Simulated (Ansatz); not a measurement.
# ScAl (Pm-3m): several responses side by side

Conventional cell: a = 3.345 Å, b = 3.345 Å, c = 3.345 Å, α = 90.00°, β = 90.00°, γ = 90.00°. Sc (atom 1) has 8 Al at 2.90 Å as nearest neighbours. Al (atom 2) is surrounded by 8 Sc at 2.90 Å.

The structure is one entry of a database and needn't be the stable phase. Ansatz runs use the cell relaxed by PAW under their functional.

Question: What do its conduction electrons give? (PBEsol, all-electron LAPW in Ansatz 0.2.0, scalar-relativistic; a = 3.345 Å; k mesh 10×10×10, fine mesh 16×16×16, Fermi-Dirac smearing of 0.080 eV, basis error target 1 meV/atom)

Answer: Fermi-surface sums: N(E_F) = 0.38 states/eV/atom, ħω_p (r.m.s. of x, y, z) = 3.6 eV, Fermi speed = 0.47×10⁶ m/s.

Question: How stiff is it? (PBEsol, all-electron LAPW in Ansatz 0.2.0, scalar-relativistic; a = 3.346 Å; k mesh 14×14×14, strains of ±0.005, Fermi-Dirac smearing of 0.100 eV, basis error target 1 meV/atom)

Answer: Elastic moduli (Hill averages, relaxed ions; θ_D from sound speeds over directions): B = 80.4 GPa, G = 43.3 GPa, C11 = 96.3 GPa, C44 = 94.4 GPa, ν = 0.272, θ_D = 421 K.

Question: How does it vibrate? (PBEsol, all-electron LAPW in Ansatz 0.2.0, scalar-relativistic; a = 3.345 Å; k mesh 12×12×12, Fermi-Dirac smearing of 0.080 eV, basis error target 0.5 meV/atom; q mesh 2×2×2)

Answer: Harmonic phonons by finite displacements (negative means unstable): highest mode = 346 cm⁻¹, lowest at X = 184 cm⁻¹, lowest at M = 57.8 cm⁻¹, lowest at R = 233 cm⁻¹, highest at Γ = 290 cm⁻¹.

Limits of these numbers: these sums move with the mesh, by several per cent and more for small sheets (Fermi surface); responses of metals move with mesh and smearing (moduli, phonons); the softest shear constant rests on one k mesh, and a soft shear can herald a distortion on cooling (moduli).
